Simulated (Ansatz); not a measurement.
# Data sheet: IrC (DFT)

IrC:
```
CELL_PARAMETERS angstrom
      0.00000     2.19003     2.19003
      2.19003     0.00000     2.19003
      2.19003     2.19003     0.00000
ATOMIC_POSITIONS crystal
  Ir 0.00000 0.00000 0.00000
  C  0.50000 0.50000 0.50000
```

Space group Fm-3m (No. 225), rock salt; conventional cell a = 4.380 Å, b = 4.380 Å, c = 4.380 Å, α = 90.00°, β = 90.00°, γ = 90.00°.

Method: r²SCAN in the plane-wave PAW code Ansatz. Geometry: relaxed at this level of theory. Other levels are named where they apply.

Cell and energy:

```yaml
volume_per_atom: 10.50 Å³
density: 16.14 g/cm³
Formation energy from the elements (no fitted shifts): 1.44 eV/atom
```

Electronic structure:

```yaml
electronic_character: metallic (no gap)
Density of states at the Fermi level: 1.9 states/eV per atom (mean over ±0.08 eV)
Gap with spin–orbit coupling: none (metallic)
```

Mechanics:

```yaml
Bulk modulus (Birch–Murnaghan fit): 330 GPa
Pressure derivative B′: 4.6
Elastic constants (relaxed ions, GPa): C11 = 459, C12 = 268, C44 = -84.0
mechanical_stability: unstable (C has a negative eigenvalue)
```

The start of the workflow was typed in or built on a structure type; neither database checked (COD, Materials Project) lists it. Whether it is the stable phase at ambient conditions was not checked. The r²SCAN relaxation kept the symmetry of its start. No spin polarisation was allowed. Its formation energy is positive at this level, so the cell may be metastable or incomplete. As this level gives no gap, shear constants depend on the k-mesh and smearing (Fermi–Dirac, 0.1 eV here). The references are the lowest solids computed at this level, not always the standard phases. Spin–orbit coupling is left out wherever it is not named.

Potentials: the earlier of the program's two PAW sets. The files were generated under PBE; for other functionals the program regenerates the frozen cores, and for LDA and PBEsol the local potential too.
